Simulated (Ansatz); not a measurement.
The relaxed structure here is a generated cell of SiS2: the first start was made by placing the elements on the sites of a structure type, and the end was not matched to a known phase here, so it may be hypothetical.

A relaxed cell of SiS2 (P6₃/mmc (No. 194)), relaxed on a k-mesh at least as fine as the one used below. Method: r2SCAN (plane waves to 500 eV, PAW, scalar-relativistic; Ansatz, a program for electronic structure). Γ-centred k-mesh 8×4×2 on the run's cell (coarser than for final values), Fermi–Dirac smearing 0.05 eV.

```xyz
12
Lattice="3.2313 0.0000 0.0000 -3.2313 5.5967 0.0000 0.0000 0.0000 12.7210" Properties=species:S:1:pos:R:3 pbc="T T T"
Si     0.0000     1.8656     3.1803
Si    -1.6156     4.6640     3.1803
Si     1.6156     0.9328     9.5408
Si     0.0000     3.7312     9.5408
S      0.0000     1.8656     8.0929
S     -1.6156     4.6640     8.0929
S      1.6156     0.9328     1.7323
S      0.0000     3.7312     1.7323
S      1.6156     0.9328     4.6282
S      0.0000     3.7312     4.6282
S      0.0000     1.8656    10.9887
S     -1.6156     4.6640    10.9887
```

The atoms are displaced by (Å):

```tsv
atom	ux	uy	uz
Si1	0.053	-0.108	-0.043
Si2	-0.186	-0.007	-0.067
Si3	-0.004	-0.044	0.026
Si4	-0.064	0.037	0.028
S5	-0.057	-0.039	0.050
S6	-0.016	-0.156	-0.064
S7	0.067	-0.095	0.104
S8	-0.054	0.049	-0.020
S9	0.113	0.126	0.046
S10	-0.076	-0.107	0.071
S11	0.018	-0.024	0.043
S12	0.012	-0.131	0.078
```

**Question.** What forces (eV/Å) and pressure result?

**Answer.** 
```json
[
 {"atom": "Si1", "Fx": "-0.03", "Fy": "1.34", "Fz": "2.28"},
 {"atom": "Si2", "Fx": "0.92", "Fy": "-1.22", "Fz": "2.27"},
 {"atom": "Si3", "Fx": "-0.13", "Fy": "0.47", "Fz": "0.14"},
 {"atom": "Si4", "Fx": "0.40", "Fy": "-1.15", "Fz": "-0.26"},
 {"atom": "S5", "Fx": "-0.08", "Fy": "-0.55", "Fz": "0.08"},
 {"atom": "S6", "Fx": "-0.22", "Fy": "0.81", "Fz": "1.23"},
 {"atom": "S7", "Fx": "-0.58", "Fy": "0.40", "Fz": "-2.26"},
 {"atom": "S8", "Fx": "-0.08", "Fy": "-0.66", "Fz": "-0.35"},
 {"atom": "S9", "Fx": "-0.39", "Fy": "-0.80", "Fz": "-0.26"},
 {"atom": "S10", "Fx": "0.14", "Fy": "0.91", "Fz": "-1.68"},
 {"atom": "S11", "Fx": "0.18", "Fy": "-0.49", "Fz": "-0.12"},
 {"atom": "S12", "Fx": "-0.14", "Fy": "0.93", "Fz": "-1.04"}
]
```

Pressure 0.0 GPa.

**Question.** Estimate the energy cost of the displacement in the harmonic approximation and compare with the calculation.

**Answer.** For a harmonic well ΔE = −½ Σ F·u = 0.868 eV a cell, or 72 meV/atom. The calculated energy relative to the undisplaced cell is +0.077 eV/atom, so the harmonic estimate holds well.

The undisplaced cell is probably no minimum: from this displacement the run went on to P4₂/nmc (No. 137), 0.559 eV/atom below it.

No spin polarisation in the result.
